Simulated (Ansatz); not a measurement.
# BaMg2Sb2, first-principles data

BaMg2Sb2:
```xyz
5
Lattice="4.7902 0.0000 0.0000 -2.3951 4.1485 0.0000 0.0000 0.0000 8.1924" Properties=species:S:1:pos:R:3 pbc="T T T"
Ba     0.0000     0.0000     0.0000
Mg     2.3951     1.3828     3.0866
Mg     0.0000     2.7656     5.1058
Sb     2.3951     1.3828     5.9860
Sb     0.0000     2.7656     2.2065
```

Space group P-3m1 (No. 164); conventional cell a = 4.790 Å, b = 4.790 Å, c = 8.192 Å, α = 90.00°, β = 90.00°, γ = 120.00°.

Method: the program Ansatz at the r²SCAN level (PAW). The cell and atoms are relaxed at this level. Other levels are named where they apply.

Cell and energy:

```yaml
volume_per_atom: 32.56 Å³
density: 4.38 g/cm³
Formation energy from the elements (no fitted shifts): -0.97 eV/atom
```

Electronic structure:

```yaml
band_gap: 1.20 eV (indirect)
valence_band_maximum: at Γ
conduction_band_minimum: at M (3 equivalent valleys)
smallest_direct_gap_on_the_standard_path: 1.97 eV
electron_effective_mass: 0.14, 0.87, 1.7 mₑ (principal values)
Electron effective mass with spin–orbit coupling: 0.14, 0.87, 1.7 mₑ (principal values)
Hole effective mass, band 1 of 2 at the edge: 0.60 along x, 0.64 along z (mₑ)
Hole effective mass, band 2 of 2 at the edge: 0.12 along x, 0.64 along z (mₑ)
Hole effective mass with spin–orbit coupling: 0.19, 0.19, 0.58 mₑ (principal values)
Gap with spin–orbit coupling: 1.00 eV
```

Mechanics:

```yaml
Bulk modulus (Birch–Murnaghan fit): 39.6 GPa
Pressure derivative B′: 4.2
```

Charges:

```yaml
bader_charges: Ba +1.34, Mg +1.55, Sb -2.22 e
```

The workflow started from a Materials Project entry (that database holds measured and hypothetical structures alike); the Crystallography Open Database files this formula in space group No. 164, but the cells were not matched. Its standing as an ambient phase is unchecked. Symmetry was held in the r²SCAN relaxation; whether a distortion lowers the energy is not shown. The references are the lowest solids computed at this level, not always the standard phases. Spin–orbit coupling is left out wherever it is not named.

Potentials: the later of the program's two PAW sets.
